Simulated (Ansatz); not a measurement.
CdIn$_{2}$Se$_{4}$:
Space group P-42m (No. 111); a = b = 5.780 Å, c = 5.913 Å, α = β = γ = 90.00°

```csv
atom,site,symmetry,x,y,z
Cd,1a,-42m,0.0000,0.0000,0.0000
In,2f,222.,0.0000,0.5000,0.5000
Se,4n,..m,0.2767,0.2767,0.2288
```

Relaxed with PBEsol. Plane-wave PAW PBEsol (Ansatz code) gives a gap of 0.87 eV.

**Question.** What gap does HSE06 give on the same cell (Ansatz, PAW)?

**Answer.** 1.83 eV, 0.95 eV more. The hybrid was solved on a coarser mesh and at special points; its gap is the smallest among all of these.

| k | v1 PBEsol | c1 PBEsol | v1 HSE06 | c1 HSE06 |
|---|---|---|---|---|
| Γ | -0.01 | 0.87 | 0.00 | 1.83 |
| Z | -0.56 | 2.98 | (withheld) | (withheld) |
| M | -0.19 | 3.05 | (withheld) | (withheld) |
| A | -0.27 | 1.66 | -0.30 | 2.59 |
| R | -0.51 | 2.98 | (withheld) | (withheld) |
| X | -0.63 | 2.82 | (withheld) | (withheld) |

**Question.** Top valence (v1) and lowest conduction level (c1) in eV from each method's valence maximum (which need not be a listed point): supply the withheld HSE06 values.

**Answer.** 
- R, v1 HSE06: -0.54
- R, c1 HSE06: 4.01
- Z, v1 HSE06: -0.63
- Z, c1 HSE06: 3.93
- M, v1 HSE06: -0.24
- M, c1 HSE06: 4.09
- X, v1 HSE06: -0.68
- X, c1 HSE06: 3.83

Cost on shared cores: the PBEsol run (SCF on a 5×5×5 mesh, then bands and DOS) roughly 2.7 core-minutes, the HSE06 run (SCF on 3×3×3, then a few points) very roughly 4 core-minutes; the tasks are unlike.

The workflow started from a Materials Project entry (that database holds measured and hypothetical structures alike); the Crystallography Open Database copy checked does not list it. With Cd and In taken as one species the cell has the higher symmetry P-43m, so it may be an ordered model of a mixed-site phase. Its standing as an ambient phase is unchecked. The PBEsol relaxation kept the symmetry of its start; its stability against distortions is not shown here. Scalar-relativistic: spin–orbit coupling is off unless named, which matters more the heavier the elements.

Potentials: the later of the program's two PAW sets.
